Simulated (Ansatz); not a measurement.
## Run record: MnBr₂

The cell (6 atoms) is MnBr₂ as an experimental structure (space group P-3m1, primitive cell doubled). Source: COD entry 9009109; the sample's temperature and pressure aren't taken into account, and it need not be the stable phase.

These are results of Ansatz, DFT, r2SCAN+U, PAW, plane waves, scalar-relativistic, not measurements.

The input:

```yaml
crystal:
  lattice:
    - [3.82000128, 0.0, 0.0]
    - [-1.91000064, 3.30821815, 0.0]
    - [0.0, 0.0, 12.38]
  atoms:
    - { symbol: Mn, position: [0.0, 0.0, 0.0], spin: 4.5 }
    - { symbol: Mn, position: [0.0, 0.0, 0.5] }
    - { symbol: Br, position: [0.33333333, 0.66666667, 0.125] }
    - { symbol: Br, position: [0.33333333, 0.66666667, 0.625] }
    - { symbol: Br, position: [0.66666667, 0.33333333, 0.375] }
    - { symbol: Br, position: [0.66666667, 0.33333333, 0.875] }
magnetization:
  spin_polarized: true
hamiltonian:
  xc: r2scan
  pseudopotentials: { kind: paw }
  hubbard: { sites: [{ species: Mn, l: d, u_eff: 1.4 }] }
basis:
  ecutwfc: 500
kpoints:
  mp_grid: { grid: [6, 6, 2] }
scf:
  occupations: { method: fermi_dirac, width: 0.02 }
  lower_state_search: "off"
output:
  forces: true
  stress: true
```

Output (shortened):

```
Mn: projections on atomic orbitals take those of the free atom [Ne] 3s2 3p6 3d5 4s2, of charge +0.00 (hamiltonian.pseudopotentials.projection_atoms); the dataset's partial waves leave at most 9.0e-7 of an orbital's norm unspanned inside its sphere
Br: projections on atomic orbitals take those of the free atom [Ar 3d10] 4s2 4p5, of charge +0.00 (hamiltonian.pseudopotentials.projection_atoms); the dataset's partial waves leave at most 2.8e-6 of an orbital's norm unspanned inside its sphere
Pseudopotentials: kind: paw
Pseudopotential: Mn, paw, valence charge 15, recommended cutoff 500 eV (meta_gga), Mn.paw.azcp
Pseudopotential: Br, paw, valence charge 7, recommended cutoff 500 eV (meta_gga), Br.paw.azcp
Functional definition: r2SCAN
Crystal: 6 atoms, lattice volume = 156.451 Å³
Basis set: ecut = 500 eV, 3915 PW (Γ), exchange–correlation on 120×120×384 points (64 copies of the dense FFT grid, shifted against one another)
Bands: 38, of which v1, the nominal top of the filled ones, is band 29 counted from 1 (28 counted from 0)
Symmetry: 12 space group operations
Space group: P-3m1 (ITA 164), of the structure as read, at distance tolerance 5.4e-5 Å
Magnetic group: BNS 164.85 (UNI 1315), of the structure as read, at distance tolerance 5.4e-5 Å
k-points: 14 of 72
Non-local potential: Mn, projectors of the file, l = 0: 3, l = 1: 2, l = 2: 3, l = 3: 1
Non-local potential: Br, projectors of the file, l = 0: 2, l = 1: 2, l = 2: 2
PAW frozen core: Mn, regenerated for the run's functional (the file was generated under x = pbe(κ = 0.804, μ = 0.2195149727645171), c = pbe(β = 0.06672455060314922))
PAW frozen core: Br, regenerated for the run's functional (the file was generated under x = pbe(κ = 0.804, μ = 0.2195149727645171), c = pbe(β = 0.06672455060314922))
Initial density: superposition of atomic densities (chi_scale 0.1, normalization cell, long waves kept (reshape's long-wave potential 0.18 eV rms))
Starting moments: Σ|m| = 4.5 μB on 1 of 6 sites
Initial wavefunctions: pseudopotential atomic-orbital guess
Functional: x = r2scan, c = r2scan; τ floored in thin density (d = 2e-4 eV/Å³)
SCF iter   1: F=-18668.023005 eV  HF=-19006.310600 eV  |F-HF|=3.38e2  |Δ(HF+E_count)|=         —  Δρ=2.51e-1 (↑1.72e-1 ↓2.51e-1)  dr2=3.65e2  dr2_τ=1.02e0  dr2_m=7.41e0  M=1.302 μB ∫|m|=1.880 μB  β_m=0.30  ethr=3.10e-3  ⟨swp⟩=10.0  Hψ=5034  notcnv=0
preconditioner: auto → Kerker (q_TF=auto, 2.312 Å⁻¹)  [metal: Δε(μ)=0.003 eV  Ē_g=8.595 eV  σ=0.020 eV  W_gap=0.03  n_scr=38 (ndim 8)  ℏωp=19.2 eV  f_vac=0.022  D(μ)=12.20/eV (n_scr^D=134)]
spin=Collinear: Kerker preconditioning applied to the charge; magnetization (m = ρ↑ − ρ↓) channel mixes plain (no charge-response kernel on spin).
SCF iter   2: F=-18961.180592 eV  HF=-18984.825337 eV  |F-HF|=2.36e1  |Δ(HF+E_count)|=    2.15e1  Δρ=7.81e-2 (↑7.72e-2 ↓7.81e-2)  dr2=2.62e1  dr2_τ=6.32e-1  dr2_m=6.77e-2  M=4.750 μB ∫|m|=4.752 μB  β_m=0.30  ethr=3.10e-3  ⟨swp⟩=4.8  Hψ=3189  notcnv=0  defer=65  κ⁻¹=1.0e0(r=1)
SCF iter   3: F=-18979.561605 eV  HF=-18981.550249 eV  |F-HF|=1.99e0  |Δ(HF+E_count)|=    3.28e0  Δρ=3.83e-2 (↑2.95e-2 ↓3.83e-2)  dr2=3.91e0  dr2_τ=1.39e-1  dr2_m=1.89e-1  M=5.000 μB ∫|m|=5.003 μB  β_m=0.30  ethr=3.10e-3  ⟨swp⟩=4.0  Hψ=2692  notcnv=0  defer=71  κ⁻¹=9.0e-3(r=2)
SCF iter   4: F=-18980.831205 eV  HF=-18981.590324 eV  |F-HF|=7.59e-1  |Δ(HF+E_count)|=   4.01e-2  Δρ=2.46e-2 (↑1.83e-2 ↓2.46e-2)  dr2=2.03e0  dr2_τ=2.66e-2  dr2_m=1.56e-1  M=4.981 μB ∫|m|=5.006 μB  β_m=0.30  ethr=3.10e-3  ⟨swp⟩=2.2  Hψ=1860  notcnv=0  defer=81  κ⁻¹=2.9e-4(r=3)
SCF iter   5: F=-18981.254174 eV  HF=-18981.973522 eV  |F-HF|=7.19e-1  |Δ(HF+E_count)|=   3.83e-1  Δρ=2.15e-2 (↑2.15e-2 ↓1.27e-2)  dr2=8.27e-1  dr2_τ=6.38e-3  dr2_m=2.46e-1  M=4.864 μB ∫|m|=5.114 μB  β_m=0.30  ethr=3.10e-3  ⟨swp⟩=3.1  Hψ=2445  notcnv=0  defer=80  κ⁻¹=2.8e-5(r=4)
SCF iter   6: F=-18982.203578 eV  HF=-18981.933992 eV  |F-HF|=2.70e-1  |Δ(HF+E_count)|=   3.95e-2  Δρ=2.36e-2 (↑2.36e-2 ↓2.34e-2)  dr2=2.95e-1  dr2_τ=1.24e-2  dr2_m=7.41e-1  M=4.242 μB ∫|m|=5.733 μB  β_m=0.30  ethr=1.43e-3  ⟨swp⟩=2.5  Hψ=1564  notcnv=0  defer=80  κ⁻¹=2.7e-5(r=5)
SCF iter   7: F=-18982.938086 eV  HF=-18982.230979 eV  |F-HF|=7.07e-1  |Δ(HF+E_count)|=   2.97e-1  Δρ=2.56e-2 (↑2.56e-2 ↓2.34e-2)  dr2=7.87e-2  dr2_τ=1.33e-2  dr2_m=8.41e-1  M=4.000 μB ∫|m|=5.989 μB  β_m=0.30  ethr=5.09e-4  ⟨swp⟩=2.9  Hψ=2201  notcnv=0  defer=76  κ⁻¹=5.9e-6(r=6)
SCF iter   8: F=-18983.057592 eV  HF=-18982.625044 eV  |F-HF|=4.33e-1  |Δ(HF+E_count)|=   3.94e-1  Δρ=1.84e-2 (↑1.84e-2 ↓1.79e-2)  dr2=2.10e-2  dr2_τ=8.20e-3  dr2_m=4.66e-1  M=4.000 μB ∫|m|=6.019 μB  β_m=1.20  ethr=1.36e-4  ⟨swp⟩=2.8  Hψ=2216  notcnv=0  defer=76
Mixer restart at iter 8: flushing history
spin-set hold released at iteration 8 (the charge has settled, or the pull on large starting moments outlasts its swing): the magnetisation degrees of freedom join the quasi-Newton model from the next iteration; the mixer history was flushed
SCF iter   9: F=-18983.139714 eV  HF=-18982.687017 eV  |F-HF|=4.53e-1  |Δ(HF+E_count)|=   6.20e-2  Δρ=5.20e-3 (↑5.20e-3 ↓3.64e-3)  dr2=1.76e-2  dr2_τ=6.38e-4  dr2_m=2.31e-2  M=4.000 μB ∫|m|=6.114 μB  β_m=1.20  ethr=3.62e-5  ⟨swp⟩=3.6  Hψ=2402  notcnv=0  defer=76  κ⁻¹=1.0e0(r=1)
[... 36 iterations left out ...]
SCF iter  46: F=-18982.921661 eV  HF=-18982.920403 eV  |F-HF|=1.26e-3  |Δ(HF+E_count)|=   1.19e-3  Δρ=5.09e-4 (↑5.09e-4 ↓2.91e-4)  dr2=8.05e-5  dr2_τ=3.28e-6  dr2_m=1.94e-4  M=4.000 μB ∫|m|=6.301 μB  β_m=1.20  ethr=5.41e-8  ⟨swp⟩=2.6  Hψ=2153  notcnv=0  defer=90  κ⁻¹=1.3e-4(r=8)
SCF iter  47: F=-18982.922280 eV  HF=-18982.921247 eV  |F-HF|=1.03e-3  |Δ(HF+E_count)|=   8.44e-4  Δρ=5.81e-4 (↑5.81e-4 ↓3.38e-4)  dr2=1.19e-4  dr2_τ=4.27e-6  dr2_m=2.67e-4  M=4.000 μB ∫|m|=6.292 μB  β_m=1.20  ethr=5.41e-8  ⟨swp⟩=2.5  Hψ=1829  notcnv=0  defer=90  κ⁻¹=3.2e-4(r=8)
SCF iter  48: F=-18982.910308 eV  HF=-18982.909228 eV  |F-HF|=1.08e-3  |Δ(HF+E_count)|=   1.20e-2  Δρ=7.10e-4 (↑7.10e-4 ↓5.35e-4)  dr2=2.87e-4  dr2_τ=8.02e-6  dr2_m=4.65e-4  M=4.000 μB ∫|m|=6.465 μB  β_m=1.20  ethr=5.41e-8  ⟨swp⟩=4.1  Hψ=3186  notcnv=0  defer=90  κ⁻¹=1.7e-4(r=8)
SCF iter  49: F=-18982.908499 eV  HF=-18982.907348 eV  |F-HF|=1.15e-3  |Δ(HF+E_count)|=   1.88e-3  Δρ=6.73e-4 (↑6.73e-4 ↓5.45e-4)  dr2=2.47e-4  dr2_τ=7.33e-6  dr2_m=4.59e-4  M=4.000 μB ∫|m|=6.492 μB  β_m=1.20  ethr=5.41e-8  ⟨swp⟩=3.0  Hψ=2754  notcnv=0  defer=90  κ⁻¹=1.0e-3(r=8)
SCF iter  50: F=-18982.914117 eV  HF=-18982.913103 eV  |F-HF|=1.01e-3  |Δ(HF+E_count)|=   5.76e-3  Δρ=3.29e-4 (↑3.08e-4 ↓3.29e-4)  dr2=5.01e-5  dr2_τ=2.33e-6  dr2_m=1.33e-4  M=4.000 μB ∫|m|=6.408 μB  β_m=1.20  ethr=5.41e-8  ⟨swp⟩=3.0  Hψ=2719  notcnv=0  defer=90  κ⁻¹=1.2e-3(r=8)
SCF iter  51: F=-18982.912069 eV  HF=-18982.911033 eV  |F-HF|=1.04e-3  |Δ(HF+E_count)|=   2.07e-3  Δρ=3.91e-4 (↑3.91e-4 ↓3.14e-4)  dr2=4.31e-5  dr2_τ=3.15e-6  dr2_m=1.68e-4  M=4.000 μB ∫|m|=6.440 μB  β_m=1.20  ethr=5.41e-8  ⟨swp⟩=3.0  Hψ=2725  notcnv=0  defer=90  κ⁻¹=1.7e-3(r=8)
SCF iter  52: F=-18982.918614 eV  HF=-18982.917434 eV  |F-HF|=1.18e-3  |Δ(HF+E_count)|=   6.40e-3  Δρ=3.17e-4 (↑3.17e-4 ↓2.92e-4)  dr2=7.70e-5  dr2_τ=1.67e-6  dr2_m=1.08e-4  M=4.000 μB ∫|m|=6.342 μB  β_m=1.20  ethr=5.41e-8  ⟨swp⟩=3.0  Hψ=2725  notcnv=0  defer=90  κ⁻¹=1.7e-3(r=8)
SCF iter  53: F=-18982.908582 eV  HF=-18982.907562 eV  |F-HF|=1.02e-3  |Δ(HF+E_count)|=   9.87e-3  Δρ=4.62e-4 (↑4.62e-4 ↓4.34e-4)  dr2=6.02e-5  dr2_τ=4.03e-6  dr2_m=2.75e-4  M=4.000 μB ∫|m|=6.493 μB  β_m=1.20  ethr=5.41e-8  ⟨swp⟩=3.9  Hψ=2972  notcnv=0  defer=90  κ⁻¹=1.8e-3(r=8)
SCF iter  54: F=-18982.913440 eV  HF=-18982.912571 eV  |F-HF|=8.69e-4  |Δ(HF+E_count)|=   5.01e-3  Δρ=4.57e-4 (↑4.57e-4 ↓4.30e-4)  dr2=6.39e-5  dr2_τ=4.26e-6  dr2_m=2.63e-4  M=4.000 μB ∫|m|=6.419 μB  ethr=5.41e-8  ⟨swp⟩=10.5  Hψ=6723  notcnv=0
Mixer restart at iter 54: flushing history
iteration 54: the SCF's residuals had fallen too slowly under its mixing. It goes on by minimising its free energy, and can end on another state than longer mixing would; under `scf.algorithm: density_mixing` no SCF does so, but by `scf.convergence.dm_fallback`
SCF iter  55: F=-18983.675841 eV  HF=-18983.836793 eV  |F-HF|=1.61e-1  |Δ(HF+E_count)|=   9.24e-1  Δρ=7.64e-3 (↑7.46e-3 ↓7.64e-3)  dr2=1.84e-1  dr2_τ=1.46e-3  dr2_m=3.17e-2  M=4.000 μB ∫|m|=6.791 μB  ethr=5.41e-8  ⟨swp⟩=7.5  Hψ=9322  notcnv=0
SCF iter  56: F=-18983.832037 eV  HF=-18983.848115 eV  |F-HF|=1.61e-2  |Δ(HF+E_count)|=   1.13e-2  Δρ=2.07e-3 (↑1.99e-3 ↓2.07e-3)  dr2=2.08e-2  dr2_τ=1.85e-4  dr2_m=1.24e-3  M=4.000 μB ∫|m|=6.847 μB  ethr=5.41e-8  ⟨swp⟩=6.9  Hψ=7302  notcnv=0
SCF iter  57: F=-18983.851193 eV  HF=-18983.852828 eV  |F-HF|=1.63e-3  |Δ(HF+E_count)|=   4.71e-3  Δρ=4.76e-4 (↑4.61e-4 ↓4.76e-4)  dr2=2.05e-3  dr2_τ=9.87e-6  dr2_m=9.65e-5  M=4.000 μB ∫|m|=6.902 μB  ethr=5.41e-8  ⟨swp⟩=6.5  Hψ=6661  notcnv=0
SCF iter  58: F=-18983.854814 eV  HF=-18983.854908 eV  |F-HF|=9.35e-5  |Δ(HF+E_count)|=   2.08e-3  Δρ=2.59e-4 (↑2.59e-4 ↓2.14e-4)  dr2=1.58e-4  dr2_τ=2.26e-6  dr2_m=2.36e-5  M=4.000 μB ∫|m|=6.919 μB  ethr=5.41e-8  ⟨swp⟩=6.1  Hψ=6313  notcnv=0
SCF iter  59: F=-18983.855039 eV  HF=-18983.855045 eV  |F-HF|=6.35e-6  |Δ(HF+E_count)|=   1.38e-4  Δρ=4.77e-5 (↑4.77e-5 ↓3.35e-5)  dr2=7.25e-6  dr2_τ=5.06e-8  dr2_m=3.96e-7  M=4.000 μB ∫|m|=6.927 μB  ethr=5.41e-8  ⟨swp⟩=4.7  Hψ=4306  notcnv=0
SCF iter  60: F=-18983.855045 eV  HF=-18983.855045 eV  |F-HF|=2.68e-7  |Δ(HF+E_count)|=   3.38e-7  Δρ=9.50e-6 (↑6.84e-6 ↓9.50e-6)  dr2=2.65e-7  dr2_τ=2.06e-9  dr2_m=1.24e-8  M=4.000 μB ∫|m|=6.928 μB  ethr=1.25e-8  ⟨swp⟩=3.1  Hψ=3841  notcnv=0
SCF iter  61: F=-18983.855045 eV  HF=-18983.855045 eV  |F-HF|=5.93e-9  |Δ(HF+E_count)|=   2.52e-8  Δρ=2.30e-6 (↑2.30e-6 ↓1.61e-6)  dr2=9.43e-9  dr2_τ=2.09e-10  dr2_m=1.63e-9  M=4.000 μB ∫|m|=6.928 μB  ethr=1.72e-10  ⟨swp⟩=3.8  Hψ=4712  notcnv=0
SCF iter  62: F=-18983.855045 eV  HF=-18983.855045 eV  |F-HF|=5.95e-9  |Δ(HF+E_count)|=  2.55e-11  Δρ=2.30e-6 (↑2.30e-6 ↓1.62e-6)  dr2=9.45e-9  dr2_τ=2.09e-10  dr2_m=1.63e-9  M=4.000 μB ∫|m|=6.928 μB  ethr=1.63e-11  ⟨swp⟩=2.0  Hψ=4349  notcnv=0
SCF 1 converged in 62 iterations: F = -18983.855045 eV  dr2 = 9.45e-9
  greatest PAW one-centre occupation: 1.006 electrons in one spin orbital (limit 2), on the Mn atom at site 0 (counted from 0), in its partial waves of l = 1
SCF converged after 62 iterations
Stability not told: the lowest value that the SCF's own minimisation read on its close, 7.9e-2 (residual 1.4e-3), is positive but too near zero to vouch for directions that it does not look along: no lower mode is shown, and none is ruled out
Magnetization: 4.0000 μB (31.0000 up, 27.0000 down)
Absolute magnetization: 7.3383 μB (∫|ρ↑−ρ↓|, with the PAW one-centre terms)
Spin contamination: 2.6455 ħ² per cell (⟨S²⟩ above its minimum at these occupations)
Per-site moments (μB) at R_I (Å): [(4.5570, 1.1113), (-1.0047, 1.1113), (0.0730, 1.1113), (0.0459, 1.1113), (0.0459, 1.1113), (0.0730, 1.1113)]
Free energy (F): -18983.855045 eV
Harris-Foulkes:  -18983.855045 eV  (|F-HF|=5.95e-9)
Internal energy: -18983.855045 eV  (E = F + TS)
E sigma→0 (E₀):  -18983.855045 eV
Fermi energy:    6.072164 eV
--- Per-component energies (eV) ---
  E_band       = -848.169635
  E_kinetic    = 1133.043000
  E_local      = -7152.043989  (includes V_loc(G=0)·N_el)
  E_nonlocal   = 790.963772
  E_hartree    = 2903.912850
  E_xc         = -1215.340854
  E_vxc        = -769.346837  (∫ρ·V_xc dr)
  E_hubbard    = 0.497199  (on-site DFT+U / exact-exchange correction)
  E_vhub       = -6.514976  (the Hubbard potential's part of the band-sum identity)
  E_paw        = -11717.671713  (= ΣΔE_a)
  E_vpaw       = -695.918151  (= ΣTr[D̂ρ^β])
  E_aug_tail   = -0.000009  (compensation charges beyond the density's cutoff)
  E_vtau       = 43.826252  (kinetic-family band-sum trace: ∫τ·v_τ [+ j·A + Jᵃ·Aᵃ] dr)
  E_ewald      = -3726.016439
  E_core_change = -1.198861  (= ΣΔE_core)
  E_smearing   = -0.000000  (= −TS)
  E_closure    = -0.000000  (closes the sum)
  Σ components = -18983.855045   (vs F -18983.855045, Δ=0.00e0)
--- Forces (eV/Å), atoms counted from 1 ---
  atom   1  Mn    -0.00000000     0.00000000     0.00000000
  atom   2  Mn    -0.00000000    -0.00000000     0.00000000
  atom   3  Br    -0.00000000     0.00000000    -0.15655225
  atom   4  Br    -0.00000000     0.00000000    -0.75534751
  atom   5  Br     0.00000000    -0.00000000     0.75534751
  atom   6  Br    -0.00000000    -0.00000000     0.15655225
  max |Σ_I F_I| component: 5.55e-17 eV/Å
--- Stress (GPa, compression-positive) ---
       -0.446449       0.000000      -0.000000
        0.000000      -0.446449       0.000000
       -0.000000       0.000000      -1.310145
  P = ⅓ Tr σ = -0.7343 GPa (-7.343 kbar)
--- Band table (eV; the first three rows and the last of 28) ---
  k-point 0 ↑: bands = ["-80.1053", "-75.5855", "-47.5927", "-47.5927", "-47.5883", "-43.8113", "-42.9012", "-42.9012", "-10.8390", "-10.6006", "-10.3640", "-10.1044", "-0.4162", "0.2857", "0.2857", "0.6771", "1.2022", "1.2022", "1.9037", "2.0353", "2.0669", "2.0669", "3.2766", "3.2766", "3.4635", "3.4635", "3.5735", "4.0110", "4.0110", "4.3558", "4.3558", "7.6763", "7.6763", "8.1106", "8.5150", "10.0882", "10.3074", "10.6536"]
  k-point 1 ↑: bands = ["-80.1053", "-75.5855", "-47.5927", "-47.5927", "-47.5883", "-43.8113", "-42.9012", "-42.9012", "-10.8029", "-10.6858", "-10.2511", "-10.1685", "-0.3216", "0.2857", "0.2857", "0.4444", "1.2022", "1.2022", "1.7396", "2.0663", "2.0663", "2.8625", "2.9889", "3.3015", "3.3015", "3.4314", "3.4314", "4.0215", "4.0215", "4.3533", "4.3533", "7.6757", "7.6757", "8.1104", "8.8961", "9.6948", "10.2574", "10.6833"]
  k-point 2 ↑: bands = ["-80.1052", "-75.5855", "-47.5936", "-47.5929", "-47.5882", "-43.8112", "-42.9024", "-42.9015", "-10.7007", "-10.4799", "-10.2965", "-10.0606", "-0.1773", "0.1515", "0.3459", "0.7615", "1.0101", "1.1416", "1.5727", "1.6127", "1.9608", "2.3371", "2.5450", "2.8885", "3.0077", "3.1389", "3.2418", "3.8396", "4.0499", "4.2464", "4.4331", "7.5093", "7.5888", "8.2940", "9.4674", "10.5974", "11.1115", "11.6311"]
  k-point 13 ↓: bands = ["-77.0225", "-73.6719", "-45.0667", "-45.0667", "-43.7007", "-41.1891", "-41.1891", "-41.1736", "-9.9396", "-9.9396", "-9.8972", "-9.8972", "0.5597", "0.6812", "0.9050", "0.9050", "0.9906", "0.9906", "1.7184", "1.7897", "2.1764", "2.1764", "2.4543", "2.4543", "2.5104", "3.5229", "3.5229", "7.5683", "7.5683", "8.4338", "8.5625", "8.5625", "9.0107", "9.0107", "10.5919", "11.4253", "12.5602", "12.5602"]
```

Among 16 converged runs of this cell from various starts and settings, this end is 426 meV/atom above the lowest found (antiferromagnetic, site moments Mn1 4.56, Mn2 -4.56 μB, total 0.00 μB per cell, a gap of 3.30 eV on the k-mesh).

A static U favours moments and orbital order; the result depends on U and need not be the measured state.

The run took 2.6 min on 2 threads of Intel(R) Xeon(R) Platinum 8259CL CPU @ 2.50GHz (shared host), peak memory 1.2 GiB.
